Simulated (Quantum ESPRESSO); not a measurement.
Ge6AsAl, input and log of a self-consistent run

A calculation, not a measurement. The program is pw.x of Quantum ESPRESSO 7.5 (plane-wave density functional theory). The cell is made up: 8 atoms on a zincblende/diamond lattice, with randomly drawn elements, strain and displacements, not relaxed. PseudoDojo standard norm-conserving files (v0.5 for PBE, v0.4.1 for LDA and PBEsol) set the functional; there is no spin polarisation, spin-orbit coupling or dispersion term, and the masses in the input are unused placeholders.

Input:

```
&control calculation='scf', pseudo_dir='./dojo.nc.sr.pbe.v0_5.standard.upf', outdir='./o', disk_io='medium', tprnfor=.true., tstress=.true. /
&system ibrav=0, nat=8, ntyp=3, nbnd=61, ecutwfc=84.00895049, nosym=.true., tot_charge=0,
 occupations='smearing', smearing='fd', degauss=0.0073498644
/
&electrons conv_thr=7.350e-09, electron_maxstep=60, /
ATOMIC_SPECIES
Al 1.0 Al.upf
As 1.0 As.upf
Ge 1.0 Ge.upf
CELL_PARAMETERS angstrom
5.6082 0.0 0.0
0.0 5.6082 0.0
0.0 0.0 5.523
ATOMIC_POSITIONS angstrom
Ge -0.0117 0.0053 0.07
Ge -0.0881 2.8994 2.7029
As 2.7713 -0.0808 2.7479
Ge 2.7454 2.7906 0.0548
Al 1.4037 1.3027 1.4507
Ge 1.3719 4.1633 4.1499
Ge 4.2288 1.3936 4.1834
Ge 4.2367 4.2229 1.2567
K_POINTS automatic
6 6 6 1 1 1
```

The log is shortened where brackets say so; the opening notice, blank lines, dates and the lines on written files are dropped, and the path of the files is cut. It prints rydbergs, bohrs and kilobars, and counts compression as positive stress.

```
     Program PWSCF v.7.5
     Parallel version (MPI & OpenMP), running on       1 processor cores
     Number of MPI processes:                 1
     Threads/MPI process:                     1
     [start-up lines left out]
     bravais-lattice index     =            0
     lattice parameter (alat)  =      10.5980  a.u.
     unit-cell volume          =    1172.2457 (a.u.)^3
     number of atoms/cell      =            8
     number of atomic types    =            3
     number of electrons       =       102.00
     number of Kohn-Sham states=           61
     kinetic-energy cutoff     =      84.0090  Ry
     charge density cutoff     =     336.0358  Ry
     scf convergence threshold =      7.3E-09
     mixing beta               =       0.7000
     number of iterations used =            8  plain     mixing
     Exchange-correlation= PBE
                           (   1   4   3   4   0   0   0)
     [axes and pseudopotential details left out]
   Cartesian axes
     site n.     atom                  positions (alat units)
         1        Ge     tau(   1) = (  -0.0020862   0.0009450   0.0124817  )
         2        Ge     tau(   2) = (  -0.0157091   0.5169930   0.4819550  )
         3        As     tau(   3) = (   0.4941514  -0.0144075   0.4899790  )
         4        Ge     tau(   4) = (   0.4895332   0.4975928   0.0097714  )
         5        Al     tau(   5) = (   0.2502942   0.2322849   0.2586748  )
         6        Ge     tau(   6) = (   0.2446239   0.7423594   0.7399700  )
         7        Ge     tau(   7) = (   0.7540387   0.2484933   0.7459434  )
         8        Ge     tau(   8) = (   0.7554474   0.7529867   0.2240826  )
     number of k points=   108  Fermi-Dirac smearing, width (Ry)=  0.0073
     Number of k-points >= 100: set verbosity='high' to print them.
     Dense  grid:   121921 G-vectors     FFT dimensions: (  64,  64,  64)
     Estimated max dynamical RAM per process >     185.79 MB
     Initial potential from superposition of free atoms
     starting charge     101.9924, renormalised to     102.0000
     Starting wfcs are   67 randomized atomic wfcs
     total cpu time spent up to now is       86.0 secs
     per-process dynamical memory:   101.3 Mb
     Self-consistent Calculation
     iteration #  1     ecut=    84.01 Ry     beta= 0.70
     Davidson diagonalization with overlap
     ethr =  1.00E-02,  avg # of iterations =  3.8
     Threshold (ethr) on eigenvalues was too large:
     Diagonalizing with lowered threshold
     Davidson diagonalization with overlap
     ethr =  1.70E-04,  avg # of iterations =  6.7
     total cpu time spent up to now is      504.5 secs
     total energy              =   -1288.55199253 Ry
     estimated scf accuracy    <       0.18774450 Ry
     iteration #  2     ecut=    84.01 Ry     beta= 0.70
     Davidson diagonalization with overlap
     ethr =  1.84E-04,  avg # of iterations =  2.3
     total cpu time spent up to now is      673.5 secs
     total energy              =   -1288.55838334 Ry
     estimated scf accuracy    <       0.04982371 Ry
     iteration #  3     ecut=    84.01 Ry     beta= 0.70
     Davidson diagonalization with overlap
     ethr =  4.88E-05,  avg # of iterations =  2.5
     total cpu time spent up to now is      839.1 secs
     total energy              =   -1288.57338243 Ry
     estimated scf accuracy    <       0.01937293 Ry
     iteration #  4     ecut=    84.01 Ry     beta= 0.70
     Davidson diagonalization with overlap
     ethr =  1.90E-05,  avg # of iterations =  2.3
     total cpu time spent up to now is      970.2 secs
     total energy              =   -1288.57685125 Ry
     estimated scf accuracy    <       0.00042359 Ry
     iteration #  5     ecut=    84.01 Ry     beta= 0.70
     Davidson diagonalization with overlap
     ethr =  4.15E-07,  avg # of iterations =  7.8
     total cpu time spent up to now is     1171.3 secs
     total energy              =   -1288.57699245 Ry
     estimated scf accuracy    <       0.00008837 Ry
     iteration #  6     ecut=    84.01 Ry     beta= 0.70
     Davidson diagonalization with overlap
     ethr =  8.66E-08,  avg # of iterations =  2.1
     total cpu time spent up to now is     1300.1 secs
     total energy              =   -1288.57701272 Ry
     estimated scf accuracy    <       0.00001350 Ry
     iteration #  7     ecut=    84.01 Ry     beta= 0.70
     Davidson diagonalization with overlap
     ethr =  1.32E-08,  avg # of iterations =  2.0
     total cpu time spent up to now is     1454.8 secs
     total energy              =   -1288.57701561 Ry
     estimated scf accuracy    <       0.00000066 Ry
     iteration #  8     ecut=    84.01 Ry     beta= 0.70
     Davidson diagonalization with overlap
     ethr =  6.51E-10,  avg # of iterations =  3.3
     total cpu time spent up to now is     1631.5 secs
     total energy              =   -1288.57701576 Ry
     estimated scf accuracy    <       0.00000008 Ry
     iteration #  9     ecut=    84.01 Ry     beta= 0.70
     Davidson diagonalization with overlap
     ethr =  7.60E-11,  avg # of iterations =  2.9
     total cpu time spent up to now is     1815.1 secs
     total energy              =   -1288.57701578 Ry
     estimated scf accuracy    <       0.00000003 Ry
     iteration # 10     ecut=    84.01 Ry     beta= 0.70
     Davidson diagonalization with overlap
     ethr =  2.75E-11,  avg # of iterations =  2.1
     total cpu time spent up to now is     1958.1 secs
     End of self-consistent calculation
     Number of k-points >= 100: set verbosity='high' to print the bands.
     the Fermi energy is     9.5776 ev
!    total energy              =   -1288.57701579 Ry
     estimated scf accuracy    <          1.9E-09 Ry
     smearing contrib. (-TS)   =      -0.00151149 Ry
     internal energy E=F+TS    =   -1288.57550430 Ry
     The total energy is F=E-TS. E is the sum of the following terms:
     one-electron contribution =    -704.74165879 Ry
     hartree contribution      =     418.26976256 Ry
     xc contribution           =    -311.82405608 Ry
     ewald contribution        =    -690.27955199 Ry
     convergence has been achieved in  10 iterations
     Forces acting on atoms (cartesian axes, Ry/au):
     atom    1 type  3   force =     0.03776006    0.02572377   -0.04531234
     atom    2 type  3   force =     0.03219966   -0.05613349    0.00794811
     atom    3 type  2   force =     0.03294162    0.01110333    0.02062354
     atom    4 type  3   force =    -0.00472181   -0.02814665   -0.00601750
     atom    5 type  1   force =    -0.02209436    0.05762424   -0.00037588
     atom    6 type  3   force =    -0.01956597   -0.00559827    0.01510933
     atom    7 type  3   force =    -0.01249688    0.02086856   -0.01295111
     atom    8 type  3   force =    -0.04402232   -0.02544150    0.02097587
     Total force =     0.138247     Total SCF correction =     0.000241
     Computing stress (Cartesian axis) and pressure
          total   stress  (Ry/bohr**3)                   (kbar)     P=       84.28
   0.00056626   0.00006879   0.00006185           83.30       10.12        9.10
   0.00006879   0.00056653  -0.00013369           10.12       83.34      -19.67
   0.00006185  -0.00013369   0.00058607            9.10      -19.67       86.21
     init_run     :     78.27s CPU     85.82s WALL (       1 calls)
     electrons    :   1810.10s CPU   1872.13s WALL (       1 calls)
     forces       :     19.08s CPU     19.38s WALL (       1 calls)
     stress       :     69.30s CPU     69.57s WALL (       1 calls)
     [timing details left out]
     PWSCF        :  32m57.39s CPU  34m 9.25s WALL
     JOB DONE.
```

In other units: free energy -17531.983 eV for the cell, pressure 8.43 GPa, largest force component 1.482 eV/Å. A rerun of the same cell at another strain at 1437 eV and a 8 x 8 x 8 mesh moved values by no more than 0.003 eV in energy, 0.02 GPa in stress and 0.006 eV/Å in force.